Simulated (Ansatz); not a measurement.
InPt$_{3}$N (anti-perovskite, Pm-3m) at seven volumes, r²SCAN in the plane-wave PAW code Ansatz, scaled uniformly. One row is withheld.

```tsv
V (Å³/atom)	P (GPa)
13.766	24.06
14.219	14.53
14.673	6.60
15.127	0.00
15.581	-5.48
16.035	?
16.489	-13.78
```

Problem. Fit the shown pressures and predict the withheld one.

Solution. Third-order Birch–Murnaghan: P = (3/2)B₀(x^(7/2) − x^(5/2))[1 + (3/4)(B′ − 4)(x − 1)] with x = (V₀/V)^(2/3). Least squares on the six rows gives V₀ = 15.127 Å³/atom, B₀ = 199.8 GPa, B′ = 5.18. At V = 16.035, x = 0.9619 and P = -10.02 GPa. The run itself gave -10.03 GPa.

The start of the workflow was typed in or built on a structure type; neither database checked (COD, Materials Project) lists it. Whether it is the stable phase at ambient conditions was not checked. The r²SCAN relaxation kept the symmetry of its start; its stability against distortions is not shown here. No spin polarisation was allowed. The volume moved by 17 % from the start of the relaxation. Its formation energy is positive at this level, so the cell may be metastable or incomplete. Scalar-relativistic: spin–orbit coupling is off unless named, which matters more the heavier the elements.

Potentials: the earlier of the program's two PAW sets. The files were generated under PBE; for other functionals the program regenerates the frozen cores, and for LDA and PBEsol the local potential too.
